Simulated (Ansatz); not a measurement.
## Ca3P2O8 — electric field gradients

The cell is a Materials Project structure (computed, not necessarily an observed phase), taken as it stands.

```yaml
crystal:
  lattice:
    - [2.81086, -4.46006, 0.00000]
    - [2.81086, 4.46006, 0.00000]
    - [-0.06787, 0.00000, 7.23349]
  atoms:
    - { symbol: Ca, position: [0.68828, 0.31172, 0.00000] }
    - { symbol: Ca, position: [0.00298, 0.98664, 0.72702] }
    - { symbol: Ca, position: [0.01336, 0.99702, 0.27298] }
    - { symbol: P, position: [0.65148, 0.34852, 0.50000] }
    - { symbol: P, position: [0.34732, 0.65268, 0.00000] }
    - { symbol: O, position: [0.77794, 0.67451, 0.49405] }
    - { symbol: O, position: [0.32549, 0.22206, 0.50595] }
    - { symbol: O, position: [0.75953, 0.26409, 0.68058] }
    - { symbol: O, position: [0.73591, 0.24047, 0.31943] }
    - { symbol: O, position: [0.22982, 0.73112, 0.17150] }
    - { symbol: O, position: [0.26888, 0.77018, 0.82850] }
    - { symbol: O, position: [0.68066, 0.76971, 0.00844] }
    - { symbol: O, position: [0.23029, 0.31934, 0.99156] }
```

Sites (sets of like atoms) are named by element and the number of their first atom in this list.

Computed with Ansatz: DFT, PBE, plane waves and PAW, scalar-relativistic, 420 eV cutoff, Γ-centred 5×5×4 k-points, Fermi–Dirac smearing 0.02 eV.

C_Q = eQV_zz/h, which is 24.18 MHz for Q = 1 b and V_zz = 10²¹ V/m²; η = (V_xx − V_yy)/V_zz. Directions are in the Cartesian axes of the cell vectors above, for the atom listed; none is given where the gradient is under 0.02 or η is above 0.95.

**Question.** Give the quadrupolar parameters of the distinct sites.

**Answer.** 

```json
{"site": "Ca1", "first atom": "1", "first shell": "4 O at 2.37–2.43 Å; also 6 O at 2.84–3.23 Å", "V_zz (10²¹ V/m²)": "-3.79", "η": "0.61", "direction of V_zz (x, y, z)": "0.02 0.00 1.00"}
{"site": "Ca2", "first atom": "2", "first shell": "6 O at 2.28–2.59 Å", "V_zz (10²¹ V/m²)": "-2.07", "η": "0.68", "direction of V_zz (x, y, z)": "-0.04 0.97 -0.22"}
{"site": "P4", "first atom": "4", "first shell": "4 O at 1.55–1.56 Å", "V_zz (10²¹ V/m²)": "-0.83", "η": "0.70", "direction of V_zz (x, y, z)": "1.00 0.00 -0.03"}
{"site": "P5", "first atom": "5", "first shell": "4 O at 1.52–1.59 Å", "V_zz (10²¹ V/m²)": "2.58", "η": "0.77", "direction of V_zz (x, y, z)": "0.99 0.00 0.14"}
{"site": "O6", "first atom": "6", "first shell": "1 P at 1.55 Å, 2 Ca at 2.28–2.29 Å", "V_zz (10²¹ V/m²)": "9.10", "η": "0.19", "direction of V_zz (x, y, z)": "0.84 0.54 -0.02"}
{"site": "O8", "first atom": "8", "first shell": "1 P at 1.56 Å; also 2 Ca at 2.35–2.37 Å", "V_zz (10²¹ V/m²)": "9.70", "η": "0.42", "direction of V_zz (x, y, z)": "0.03 -0.48 0.88"}
{"site": "O10", "first atom": "10", "first shell": "1 P at 1.52 Å, 1 Ca at 2.28 Å, angle 143°; also 2 Ca at 3.01–3.23 Å", "V_zz (10²¹ V/m²)": "7.50", "η": "0.40", "direction of V_zz (x, y, z)": "-0.11 0.67 0.73"}
{"site": "O12", "first atom": "12", "first shell": "1 P at 1.59 Å; also 4 Ca at 2.43–2.84 Å", "V_zz (10²¹ V/m²)": "7.82", "η": "0.37", "direction of V_zz (x, y, z)": "0.81 -0.59 0.00"}
```

At O8 and O12 V_zz points along its bond to P (within 5°) in each case. At O6 V_zz points along its shortest bond, to P (within 3°). At O10 V_zz points along the shorter of its two bonds, to P (within 8°).
